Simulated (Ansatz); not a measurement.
Consider the following.

W2N3:
```yaml
crystal:
  lattice:
    - [2.49565, 4.29564, 0.00000]
    - [-2.49565, 4.29564, 0.00000]
    - [-1.68002, 0.00000, 5.07038]
  atoms:
    - { symbol: W, position: [0.66926, 0.99376, 0.00894] }
    - { symbol: W, position: [0.00624, 0.33074, 0.00894] }
    - { symbol: W, position: [0.32280, 0.67720, 0.98445] }
    - { symbol: W, position: [0.50822, 0.49178, 0.52172] }
    - { symbol: N, position: [0.90606, 0.09394, 0.75007] }
    - { symbol: N, position: [0.58817, 0.74480, 0.74744] }
    - { symbol: N, position: [0.25520, 0.41183, 0.74744] }
    - { symbol: N, position: [0.73556, 0.58058, 0.25028] }
    - { symbol: N, position: [0.41942, 0.26444, 0.25028] }
    - { symbol: N, position: [0.09641, 0.90359, 0.25244] }
```

This is the r²SCAN-relaxed structure.

Q: All from r²SCAN (plane waves, PAW; program Ansatz), unless another level is named. Give the electronic character.

A: no gap, with almost no states at the Fermi level (zero-gap or semimetallic).

Q: What about the formation energy from the elements (no fitted shifts)?

A: -0.55 eV/atom.

Space group Cm. The workflow started from a Materials Project entry (that database holds measured and hypothetical structures alike); the Crystallography Open Database copy checked does not list it. Whether it is the stable phase at ambient conditions was not checked. Symmetry was held in the r²SCAN relaxation; whether a distortion lowers the energy is not shown. The run is not spin-polarised. A small band overlap can be real or an error of a semilocal functional. The references are the lowest solids computed at this level, not always the standard phases (solids in place of the gases). Spin–orbit coupling is left out wherever it is not named.

Potentials: the later of the program's two PAW sets.
